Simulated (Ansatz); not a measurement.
GaN:
Space group P6₃mc (No. 186); a = b = 3.183 Å, c = 5.184 Å, α = β = 90.00°, γ = 120.00°

```csv
atom,site,symmetry,x,y,z
Ga,2b,3m.,0.6667,0.3333,0.0010
N,2b,3m.,0.3333,0.6667,0.1242
```

Relaxed with r²SCAN.

**Question.** Which orbitals make up the states near the band edges in plane-wave PAW r²SCAN (Ansatz code)?

**Answer.** Top 1 eV of the valence band: N 2p 88 %, Ga 4p 7 %. Bottom 1 eV of the conduction band: N 2s 38 %, Ga 4s 37 %, N 2p 14 %, Ga 4p 9 %. Projections are on Löwdin-orthogonalised atomic valence shells; empty p or d shells of many metals are not among them.

**Question.** Tabulate the density of states.

**Answer.** States/eV per cell of 4 atoms, in 0.25 eV bins, energy from the valence-band maximum.

```tsv
E (eV)	total	N 2p	Ga 4p	Ga 4s
-7.85	0.00	0.00	0.00	0.00
-7.60	0.00	0.00	0.00	0.00
-7.35	0.00	0.00	0.00	0.00
-7.10	0.04	0.02	0.01	0.01
-6.85	0.30	0.16	0.05	0.08
-6.60	1.22	0.66	0.17	0.34
-6.35	2.09	1.15	0.24	0.62
-6.10	2.73	1.52	0.27	0.83
-5.85	1.90	1.05	0.18	0.54
-5.60	1.31	0.73	0.13	0.33
-5.35	1.47	0.82	0.16	0.34
-5.10	1.04	0.58	0.15	0.18
-4.85	0.89	0.50	0.15	0.12
-4.60	0.81	0.47	0.15	0.10
-4.35	1.29	0.79	0.26	0.14
-4.10	1.43	0.90	0.30	0.14
-3.85	1.28	0.82	0.26	0.11
-3.60	1.51	1.00	0.31	0.11
-3.35	1.63	1.10	0.34	0.10
-3.10	1.84	1.28	0.37	0.09
-2.85	1.93	1.38	0.38	0.08
-2.60	2.19	1.61	0.41	0.07
-2.35	2.37	1.78	0.42	0.07
-2.10	2.59	1.98	0.43	0.06
-1.85	2.99	2.36	0.46	0.06
-1.60	3.73	3.03	0.52	0.05
-1.35	3.05	2.53	0.38	0.03
-1.10	2.36	1.99	0.25	0.02
-0.85	1.67	1.44	0.14	0.01
-0.60	1.20	1.07	0.08	0.01
-0.35	0.81	0.73	0.04	0.00
-0.10	0.32	0.30	0.01	0.00
0.15	0.00	0.00	0.00	0.00
0.40	0.00	0.00	0.00	0.00
0.65	0.00	0.00	0.00	0.00
0.90	0.00	0.00	0.00	0.00
1.15	0.00	0.00	0.00	0.00
1.40	0.00	0.00	0.00	0.00
1.65	0.00	0.00	0.00	0.00
1.90	0.00	0.00	0.00	0.00
2.15	0.00	0.00	0.00	0.00
2.40	0.00	0.00	0.00	0.00
2.65	0.01	0.00	0.00	0.00
2.90	0.03	0.00	0.00	0.01
3.15	0.04	0.01	0.00	0.02
3.40	0.06	0.01	0.01	0.02
3.65	0.09	0.02	0.01	0.02
3.90	0.12	0.02	0.02	0.03
4.15	0.15	0.03	0.03	0.04
4.40	0.21	0.05	0.04	0.04
4.65	0.33	0.06	0.09	0.06
4.90	0.89	0.11	0.34	0.15
5.15	1.37	0.17	0.53	0.25
5.40	1.48	0.19	0.59	0.25
5.65	1.64	0.22	0.68	0.27
5.90	1.97	0.28	0.86	0.29
6.15	1.98	0.30	0.86	0.30
6.40	1.66	0.25	0.67	0.31
6.65	1.49	0.24	0.55	0.33
6.90	1.33	0.26	0.50	0.26
7.15	0.96	0.21	0.32	0.22
```

Space group P6_3mc (wurtzite). Symmetry was held in the r²SCAN relaxation. Scalar-relativistic: spin–orbit coupling is off unless named, which matters more the heavier the elements.

Potentials: the later of the program's two PAW sets.
